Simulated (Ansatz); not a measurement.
Property card for SnMo$_{3}$C

SnMo3C:
```
SnMo3C
1.0
    4.19701     0.00000     0.00000
    0.00000     4.19701     0.00000
    0.00000     0.00000     4.19701
Sn Mo C
1 3 1
Cartesian
  0.00000   0.00000   0.00000
  0.00000   2.09850   2.09850
  2.09850   0.00000   2.09850
  2.09850   2.09850   0.00000
  2.09850   2.09850   2.09850
```

Space group Pm-3m (No. 221), anti-perovskite; conventional cell a = 4.197 Å, b = 4.197 Å, c = 4.197 Å, α = 90.00°, β = 90.00°, γ = 90.00°.

Method: r²SCAN (plane waves, PAW; program Ansatz). Geometry: relaxed at this level of theory. Other levels are named where they apply.

**Cell and energy**

| Item | Result |
|---|---|
| Volume per atom | 14.79 Å³ |
| Density | 9.40 g/cm³ |
| Formation energy from the elements (no fitted shifts) | 0.16 eV/atom |

**Electronic structure**

| Item | Value |
|---|---|
| Electronic character | metallic (no gap) |
| Density of states at the Fermi level | 0.71 states/eV per atom (mean over ±0.08 eV) |
| Gap with spin–orbit coupling | none (metallic) |

**Mechanics**

| Property | Result |
|---|---|
| Bulk modulus (Birch–Murnaghan fit) | 240 GPa |
| Pressure derivative B′ | 4.4 |
| Elastic constants (relaxed ions, GPa) | C11 = 451, C12 = 136, C44 = 75.2 |
| Mechanical stability | stable (all eigenvalues of C positive) |
| Hill bulk and shear moduli | 241 and 102 GPa |
| Young's modulus | 267 GPa |
| Poisson's ratio | 0.32 |
| Debye temperature from the elastic constants | 446 K |

**Charges**

| Item | Result |
|---|---|
| Bader charges | Sn -0.27, Mo +0.63, C -1.62 e |

The start of the workflow was typed in or built on a structure type; neither database checked (COD, Materials Project) lists it. Whether it is the stable phase at ambient conditions was not checked. The r²SCAN relaxation kept the symmetry of its start; its stability against distortions is not shown here. The run is not spin-polarised. Its formation energy is positive at this level, so the cell may be metastable or incomplete. As this level gives no gap, shear constants depend on the k-mesh and smearing (Fermi–Dirac, 0.1 eV here). The references are the lowest solids computed at this level, not always the standard phases. Scalar-relativistic: spin–orbit coupling is off unless named, which matters more the heavier the elements.

Potentials: the earlier of the program's two PAW sets.
